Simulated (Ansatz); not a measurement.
The calculation used DFT PBE, scalar-relativistic, plane waves, PAW (Ansatz 0.2.0). All cells share a 420 eV cutoff and Γ-centred k meshes spaced at most about 0.3 Å⁻¹ (about 0.25 or finer for metals, 2π included). Collinear spin in cells that started with moments and kept them past the coarse steps, no spin elsewhere.

All energies are static (0 K, no zero-point motion). All come from trial cells, and lower structures may exist.

Question: Which of these relaxed structures of TiAl5 is the lowest in energy?
A.

Space group I4/mmm (No. 139). a = 6.589 Å, b = 6.589 Å, c = 5.481 Å, α = 90.00°, β = 90.00°, γ = 90.00°
| atom | site | symmetry | x | y | z |
| --- | --- | --- | --- | --- | --- |
| Ti | 2b | 4/mmm | 0.0000 | 0.0000 | 0.5000 |
| Al | 8f | ..2/m | 0.2500 | 0.2500 | 0.2500 |
| Al | 2a | 4/mmm | 0.0000 | 0.0000 | 0.0000 |

B.

Space group F-43m (No. 216). a = 7.354 Å, b = 7.354 Å, c = 7.354 Å, α = 90.00°, β = 90.00°, γ = 90.00°
```json
{"atom": "Ti", "site": "4a", "symmetry": "-43m", "x": "0.0000", "y": "0.0000", "z": "0.0000"}
{"atom": "Al", "site": "4d", "symmetry": "-43m", "x": "0.2500", "y": "0.2500", "z": "0.7500"}
{"atom": "Al", "site": "16e", "symmetry": ".3m", "x": "0.8749", "y": "0.3749", "z": "0.8749"}
```

C.

Space group P-6m2 (No. 187). a = 2.873 Å, b = 2.873 Å, c = 13.964 Å, α = 90.00°, β = 90.00°, γ = 120.00°
| atom | site | symmetry | x | y | z |
| --- | --- | --- | --- | --- | --- |
| Ti | 1a | -6m2 | 0.0000 | 0.0000 | 0.0000 |
| Al | 2i | 3m. | 0.6667 | 0.3333 | 0.1624 |
| Al | 2g | 3m. | 0.0000 | 0.0000 | 0.3285 |
| Al | 1f | -6m2 | 0.6667 | 0.3333 | 0.5000 |

D.

Space group P6/mmm (No. 191). a = 5.193 Å, b = 5.193 Å, c = 4.493 Å, α = 90.00°, β = 90.00°, γ = 120.00°
```
atom  site  symmetry       x       y       z
  Ti    1a     6/mmm  0.0000  0.0000  0.0000
  Al    3g       mmm  0.5000  0.0000  0.5000
  Al    2c      -6m2  0.3333  0.6667  0.0000
```

Answer: A. It has space group I4/mmm (No. 139); the next, B, with space group F-43m (No. 216), lies 14 meV/atom higher. Largest moments: A no spin, B 0.0 μB, C no spin, D 0.8 μB. Counting all near atoms (those within 1.25 times the shortest distance at each site; a plus sign parts nearer from farther groups; a slash parts the counts of unlike sites), the lowest has Ti 10, Al 10/6+4 and the next has Ti 16, Al 6+6/16.

For metals, differences of a few meV/atom aren't resolved. The magnetic state reached may not be the lowest. With atoms moved at random, F-43m came back. Other cells relaxed within their symmetry can be saddle points. Some candidate types were left out of the draw beforehand, so a known form may be missing.
